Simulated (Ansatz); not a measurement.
Si3Ge in space group P-4m2 (No. 115; Si on 2g, Si on 1a, Ge on 1c), PBE (plane waves, PAW; program Ansatz). The conduction-band minimum lies at M, with 1 equivalent valley. Second derivatives d²E/dk² of the lowest band at one valley (eV·Å²), along Cartesian directions:

```tsv
direction	d²E/dk²
[100]	18.61
[010]	18.61
[001]	40.52
[110]	18.52
[101]	29.44
[011]	29.44
```

Problem. Find the principal effective masses, the density-of-states mass and the conductivity mass.

Solution. Off-diagonal terms follow from H_xy = H[110] − (H_xx + H_yy)/2, and m*/mₑ = 7.620 eV·Å² over each eigenvalue: 0.19, 0.41, 0.41. One valley's DOS mass (m₁m₂m₃)^(1/3) = 0.32, conductivity mass 3/(Σ 1/mᵢ) = 0.29 mₑ.

Problem. What effective density of states Nc follows at 300 K for parabolic valleys?

Solution. Nc = 2.509e19 × 1 × (0.32)^(3/2) ≈ 4.5e18 cm⁻³.

The start of the workflow was typed in or built on a structure type; neither database checked (COD, Materials Project) lists it. Whether it is the stable phase at ambient conditions was not checked. The cell was relaxed with PBE under the symmetry of its start; its stability against distortions is not shown here. Spin–orbit coupling is left out wherever it is not named.

Potentials: the earlier of the program's two PAW sets.

Edges and masses are those of Kohn–Sham bands, whose gap is no quasiparticle gap.
